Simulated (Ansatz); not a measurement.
This HfTi₃N₄ structure is the end of a relaxation. The cell was found from a structure generator's guess, not taken from experiment.

Method: DFT PBE, scalar-relativistic, plane waves, PAW in Ansatz. Cutoff 420 eV, Γ-centred mesh, Gaussian smearing, no spin polarisation.

```xyz
8
Lattice="3.0738 0.0000 0.0000 0.0000 3.0738 0.0000 0.0000 0.0000 8.6757" Properties=species:S:1:pos:R:3 pbc="T T T"
Hf    0.0000    0.0000    0.0000
Ti    1.5369    1.5369    2.2881
Ti    0.0000    0.0000    4.3378
Ti    1.5369    1.5369    6.3876
N     0.0000    0.0000    2.2192
N     1.5369    1.5369    4.3378
N     0.0000    0.0000    6.4565
N     1.5369    1.5369    0.0000
```

Energies over the elements count from the elements' standard structures at the same level (N₂ as a molecule), with no fitted energy shifts.

**Question.** What space group does it have?

**Answer.** P4/mmm (No. 123), with Hf and Ti ordered on rock salt sites. Conventional cell: a = 3.074 Å, c = 8.676 Å. Around Hf lie 6 N at 2.17–2.22 Å, 4 Hf at 3.07 Å and 8 Ti at 3.16 Å; around Ti on a site of symmetry 4mm lie 1 N at 2.05 Å, 5 N at 2.17–2.29 Å, 8 Ti at 2.99–3.07 Å and 4 Hf at 3.16 Å; Ti on a site of symmetry 4/mmm has 6 N at 2.12–2.17 Å; N on a site of symmetry 4mm is surrounded by 5 Ti at 2.12–2.17 Å and 1 Hf at 2.22 Å; 2 more sites not described.

**Question.** How far does it lie from the elements in energy?

**Answer.** −1.68 eV/atom. Whether it is stable depends on the other phases of the system, which aren't compared here.

**Question.** Is it a metal?

**Answer.** Yes, bands cross the Fermi level on the 12×12×6 mesh.

The last run used a 12×12×6 mesh (in the run's order of axes) for its 8-atom cell and Gaussian smearing of 0.10 eV. These runs have no spin–orbit coupling, which can matter for Hf. A later test with randomly moved atoms came back to the same energy, though modes that don't fit the test's cell weren't probed.
